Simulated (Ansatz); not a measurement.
# Squeezing and stretching InSe

Reference cell: a structure deposited in the COD whose atoms were relaxed with PBE, the cell held.

Space group P6_3/mmc (No. 194); a = 4.0500, c = 16.9300 Å, γ = 120.00°.

| site | Wyckoff | site symmetry | x | y | z |
| --- | --- | --- | --- | --- | --- |
| In | 4f | 3m. | 0.3333 | 0.6667 | 0.1673 |
| Se | 4f | 3m. | 0.3333 | 0.6667 | 0.5918 |

One atom of each set is listed.

The numbers come from a DFT calculation in Ansatz (PBE, plane waves and PAW, scalar-relativistic, 420 eV cutoff, Γ-centred 13×13×3 k-points, Fermi–Dirac smearing 0.05 eV).

The cell is scaled uniformly, and the ions relax again at each size.

```
V/V₀  pressure (GPa)  gap on the k-mesh (eV)
0.94             3.3                    0.55
0.96             2.6                    0.48
0.98             1.9                    0.41
1.00             1.3                    0.35
1.02             0.8                    0.30
1.04               ?                       ?
1.06            -0.1                    0.19
```

Q: Estimate the row at V/V₀ = 1.04 and the bulk modulus.

A: pressure (GPa): 0.3; gap on the k-mesh (eV): 0.24. Worked: a parabola in ln(V/V₀) through the other 6 rows gives 0.3 GPa there. It crosses zero pressure at V/V₀ = 1.054, the equilibrium volume of this functional, where the bulk modulus is B = −dP/d ln V = 21 GPa. The shape of the cell is held, so in this non-cubic crystal both values are those of uniform scaling, and B is an upper bound to the hydrostatic one. No dispersion correction is included, which matters between the layers of this solid. The gap falls as the cell grows, by 0.030 eV per per cent of volume.

PBE gaps are too small, by a third to a half in many semiconductors; their changes with volume are better.
